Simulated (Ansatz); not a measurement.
WSi2: pressure against volume

WSi2, I4/mmm, a = 3.203 Å, c = 7.816 Å. Ansatz: PBEsol, PAW, 420 eV, Γ-centred 18×18×18 mesh on 3 atoms, Gaussian smearing 0.10 eV; no spin polarisation. Shape and atoms are relaxed at each volume; pressure is positive in compression.

```
V (Å³/atom) P (GPa)
     11.757    38.94
     12.158    26.75
     12.559    16.37
     12.960     7.53
     13.361    -0.01
     13.761    -6.43
     14.162   -11.87
     14.697        ?
```

Take V0 = 13.361 Å³/atom, count pressures from its P0 = -0.01 GPa, fit the third-order Birch–Murnaghan form to the other rows, and predict the missing pressure.

With the Eulerian strain f = ½[(V0/V)^(2/3) − 1] and y = (P − P0)/[3f(1 + 2f)^(5/2)], the form is the line y = B0 + 1.5 B0 (B0′ − 4) f. Rows (f, y): 0.04450, 235.8; 0.03246, 234.8; 0.02107, 233.7; 0.01026, 232.8; -0.00974, 230.8; -0.01904, 228.8. Means f = 0.01325, y = 232.78; Σ(Δf)² = 0.002987, ΣΔfΔy = 0.3143; the slope is their ratio. y = 231.4 + 105.2 f GPa, so B0 = 231.4 GPa and B0′ = 4 + 2 × (105.2)/(3 × 231.4) = 4.30. At V = 14.697, f = -0.03078, y = 228.16 and P = -17.98 GPa. The run gave -17.87 GPa, so the fit is 0.11 GPa too low, a small miss on the scale of the series. The form still works here, 22 % of the fitted range beyond its end.

Spin–orbit coupling is left out, which can shift energies with elements as heavy as these.